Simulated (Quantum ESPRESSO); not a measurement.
## Band energies of HgTe

```xyz
6
Lattice="4.5171 0.0000 0.0000 -2.2586 3.9119 0.0000 0.0000 0.0000 10.2568" Properties=species:S:1:pos:R:3 pbc="T T T"
Te     1.0291     1.7824     5.1284
Te     2.4590     0.0000     8.5473
Te    -1.2295     2.1295     1.7095
Hg     0.7802     1.3514     0.0000
Hg     2.9567     0.0000     3.4189
Hg    -1.4783     2.5606     6.8378
```

norm-conserving PBEsol (Quantum ESPRESSO, 82 Ry, scalar-relativistic); path ΓMKΓALHA,LM,KH; energies in eV from the valence-band maximum.

| k (1/Å) | point | band 50 | band 51 | band 52 | band 53 | band 54 | band 55 | band 56 | band 57 |
|---|---|---|---|---|---|---|---|---|---|
| 0.00 | Γ | -1.18 | -1.18 | -0.24 | -0.18 | -0.18 | 0.42 | 2.10 | 2.10 |
| 0.40 |  | -1.89 | -1.67 | -1.41 | -0.72 | -0.36 | 1.10 | 1.76 | 2.20 |
| 0.80 | M | -2.43 | -2.25 | -1.49 | -1.11 | -0.89 | 0.40 | 1.30 | 1.64 |
| 1.27 | K | -2.93 | -2.93 | -1.51 | -1.04 | -1.04 | 0.63 | 1.43 | 1.43 |
| 1.45 |  | -2.88 | -2.39 | -1.72 | -1.63 | -0.63 | 0.93 | 1.20 | 2.06 |
| 1.82 |  | -1.83 | -1.48 | -1.19 | -1.16 | -0.14 | 1.62 | 1.65 | 2.05 |
| 2.19 | Γ | -1.18 | -1.18 | -0.24 | -0.18 | -0.18 | 0.42 | 2.10 | 2.10 |
| 2.19 | A | -1.25 | -1.23 | -0.21 | -0.21 | 0.00 | 1.33 | 1.33 | 2.06 |
| 2.52 |  | -1.61 | -1.42 | -1.07 | -0.69 | -0.43 | 1.28 | 1.79 | 2.06 |
| 2.84 |  | -2.14 | -1.97 | -1.83 | -1.09 | -0.88 | 0.80 | 1.20 | 2.44 |
| 3.00 | L | -2.59 | -2.03 | -2.02 | -1.15 | -0.91 | 0.80 | 1.23 | 2.37 |
| 3.46 | H | -2.88 | -2.55 | -2.55 | -2.14 | -0.97 | 1.64 | 2.09 | 2.09 |
| 3.73 |  | -3.14 | -1.94 | -1.84 | -1.51 | -0.64 | 1.27 | 1.42 | 1.96 |
| 3.99 |  | -2.13 | -1.35 | -1.10 | -0.80 | -0.73 | 1.38 | 1.58 | 2.04 |
| 4.39 | A | -1.25 | -1.23 | -0.21 | -0.21 | 0.00 | 1.33 | 1.33 | 2.06 |
| 4.39 | L | -2.59 | -2.03 | -2.02 | -1.15 | -0.91 | 0.80 | 1.23 | 2.37 |
| 4.54 |  | -2.18 | -2.13 | -1.98 | -1.20 | -0.86 | 0.83 | 0.98 | 2.19 |
| 4.69 | M | -2.43 | -2.25 | -1.49 | -1.11 | -0.89 | 0.40 | 1.30 | 1.64 |
| 4.69 | K | -2.93 | -2.93 | -1.51 | -1.04 | -1.04 | 0.63 | 1.43 | 1.43 |
| 5.00 | H | -2.88 | -2.55 | -2.55 | -2.14 | -0.97 | 1.64 | 2.09 | 2.09 |

The PBEsol gap is indirect, 0.40 eV, from A to M; the smallest direct gap is 0.61 eV.

Without spin-orbit coupling, band edges of such heavy elements can be off by tenths of an eV.

Geometry relaxed with PBE+D3(BJ).

This is not the ordinary phase of the substance; no match was found in the copy of COD used, and its stability was not checked.
